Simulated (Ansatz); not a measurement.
GaCuSe2:
```
GaCuSe2
1.0
   -2.82516     2.82516     5.55413
    2.82516    -2.82516     5.55413
    2.82516     2.82516    -5.55413
Cu Ga Se
2 2 4
Direct
  0.00000   0.00000   0.00000
  0.75000   0.25000   0.50000
  0.50000   0.50000   0.00000
  0.25000   0.75000   0.50000
  0.37500   0.37635   0.50135
  0.62365   0.12500   0.99865
  0.87500   0.87365   0.49865
  0.12635   0.62500   0.00135
```

This is the HSE06-relaxed structure.

Q: All from the program Ansatz at the HSE06 level (PAW), unless another level is named. Give the band gap.

A: 1.36 eV (direct).

Q: Give the gap with spin–orbit coupling.

A: 1.30 eV (at the special points and the edges found without it).

Q: What about the valence-band maximum?

A: at Γ.

Space group I-42d (chalcopyrite). The HSE06 relaxation kept the symmetry of its start. The run is not spin-polarised. The hybrid was solved on a coarse mesh, the path and, where they were found, the r²SCAN edge points; its band edges are the extreme levels among these. Spin–orbit coupling is left out wherever it is not named.

Potentials: the later of the program's two PAW sets.
